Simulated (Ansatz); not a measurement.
## What settings do to one calculation: In started on a Be site in zincblende BeSe, 16 atoms, charge +1

Ansatz (PAW, plane waves), atoms fixed. The base input:

```yaml
crystal:
  lattice:
    - [0.000000, 5.128821, 5.128821]
    - [5.128821, 0.000000, 5.128821]
    - [5.128821, 5.128821, 0.000000]
  atoms:
    - { symbol: Be, position: [0.993396, 0.013187, 0.996268] }
    - { symbol: Be, position: [0.003340, 0.024841, 0.484648] }
    - { symbol: Be, position: [0.507430, 0.499021, 0.981111] }
    - { symbol: Be, position: [0.998391, 0.489984, 0.996499] }
    - { symbol: Be, position: [0.503239, 0.999375, 0.482769] }
    - { symbol: Be, position: [0.511193, 0.002129, 0.000102] }
    - { symbol: Be, position: [0.007714, 0.470845, 0.520608] }
    - { symbol: In, position: [0.482556, 0.493529, 0.521835] }
    - { symbol: Se, position: [0.116729, 0.143271, 0.112006] }
    - { symbol: Se, position: [0.637742, 0.638608, 0.576805] }
    - { symbol: Se, position: [0.151189, 0.117624, 0.609699] }
    - { symbol: Se, position: [0.630820, 0.627793, 0.118142] }
    - { symbol: Se, position: [0.124028, 0.611552, 0.112122] }
    - { symbol: Se, position: [0.637868, 0.125705, 0.617921] }
    - { symbol: Se, position: [0.631583, 0.116132, 0.128612] }
    - { symbol: Se, position: [0.121241, 0.625862, 0.627661] }
kpoints:
  mp_grid: { grid: [2, 2, 2], shift: [0.5, 0.5, 0.5] }
hamiltonian:
  xc: pbesol
total_charge: 1
scf:
  occupations: { method: fermi_dirac, width: 0.01 }
output:
  forces: true
  eigenvalues: true
  populations: true
  charged_corrections: { epsilon: 7 }
```

Command:

```sh
ansatz run in.yaml --threads 8 --pin off --max-ram 13300MiB --runs-dir r --events-out ev --progress --plain
```

It converged in 8 iterations and 1.2 s of wall time on 8 threads of an EPYC 9R45 processor, on a host shared with other runs; peak host memory 0.88 GiB; largest force component 5.85 eV/Å. The cutoff was the default, 420 eV. The base isn't a converged reference: it has few k points, and its atoms are unrelaxed. Each run below changes the keys shown and caps the iterations.

```
run                                                         changed         ending  iterations  free energy less the base (meV per atom)  rms change of forces (eV/Å)  change of pressure (GPa)  wall time (s, shared host)
  1                           mixing algorithm anderson, max_iter 2  not converged           –                                         –                            –                         –                           –
  2                                             xc lda, max_iter 80      converged           8                                other zero                        0.110                         –                     0.9 CPU
  3                           initial_magnetization 8, max_iter 100      converged          14                                       0.0                        0.000                         –                     2.3 CPU
  4               accuracy high, mixing algorithm msr1, max_iter 50      converged          11                                       0.0                        0.000                         –                     1.6 CPU
  5  xc_grid 1 (2 is the default), dr2_threshold 1e-09, max_iter 60      converged          10                                       0.0                        0.000                         –                     1.3 CPU
  6                  ecutwfc 240 eV, occupations cold, max_iter 100      converged           8                                     411.6                        0.071                         –                     0.7 CPU
```

«Other zero»: another functional, charge or dispersion term moves the zero of energy, so the difference says nothing of accuracy.

Q: Which changes leave the result alone, and which of the same physical model moves the forces most?

A: The forces move by under 0.002 eV/Å in runs 3, 4, 5. Run 6 (ecutwfc 240 eV, occupations cold, max_iter 100) moves them most among the runs with the same functional, charge and dispersion term, by 0.071 eV/Å.

Q: Why did some runs give no result?

A: - run 1: did not converge after 2 iterations: dr2 = 1.97e-1 (threshold 1.00e-7), under the density mixer `anderson`;
